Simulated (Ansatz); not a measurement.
## Stationary points along a deformation path in Ag

The calculation used DFT LDA, scalar-relativistic, plane waves, PAW (Ansatz). The runs took a 420 eV cutoff, a Γ-centred 21×21×12 mesh and Gaussian smearing (0.15 eV). No spin polarisation. Energies are free energies at this smearing, counted from the undisturbed cell; pressure is positive in compression.

Reference structure (as given, not relaxed at this level; it stands at -10.7 GPa; this form isn't the usual structure):

```
Ag
1.0
     2.93000    0.00000    0.00000
    -1.46500    2.53745    0.00000
     0.00000    0.00000    4.79000
Ag
2
Direct
  0.33333 0.66667 0.25000
  0.66667 0.33333 0.75000
```

At fixed volume and fractional coordinates, lengths along (0.000, 0.000, 1.000) are scaled against those across it; ρ is that ratio over its starting value. V = 17.806 Å³/atom. Δσ is the stress along the axis less the mean stress across it (compression positive).

| ρ | ΔE (meV/atom) | Δσ (GPa) | space group |
| --- | --- | --- | --- |
| 0.850 | 63.0 | 9.67 | P6_3/mmc |
| 0.920 | 18.9 | 5.31 | P6_3/mmc |
| 0.960 | 5.6 | 3.02 | P6_3/mmc |
| 1.000 | 0.0 | 0.67 | P6_3/mmc |
| 1.050 | 3.3 | -2.61 | P6_3/mmc |
| 1.100 | 19.1 | -6.69 | P6_3/mmc |
| 1.200 | 89.4 | -14.99 | P6_3/mmc |

Question: How does the stress give the slope of the energy, and where is the energy stationary?

Answer: Along the path d ln(length) is 2/3 d ln ρ on the axis and −1/3 d ln ρ across it, so dE/d ln ρ = −(2/3) V Δσ: the energy falls with ρ where Δσ is positive. Δσ vanishes or changes sign between ρ = 1.000 and 1.050, a minimum (near 1.01 by linear interpolation). Pairs of stationary points between two samples would go unseen, and could change a minimum read from distant neighbours into a maximum.

Question: Integrate that slope from ρ = 1 to 0.850 by the trapezoid rule.

Answer: With V/N in Å³ and 1 eV/Å³ = 160.2 GPa the slopes at ρ = 1.000, 0.960, 0.920, 0.850 are -49, -224, -393, -717 meV/atom per unit of ln ρ. The steps add 5.6 + 13.1 + 43.9 = 62.6 meV/atom, against 63.0 from the energies; the trapezoid rule misses the curvature of the slope within each step.

In a metal these slopes depend on the k mesh and the smearing.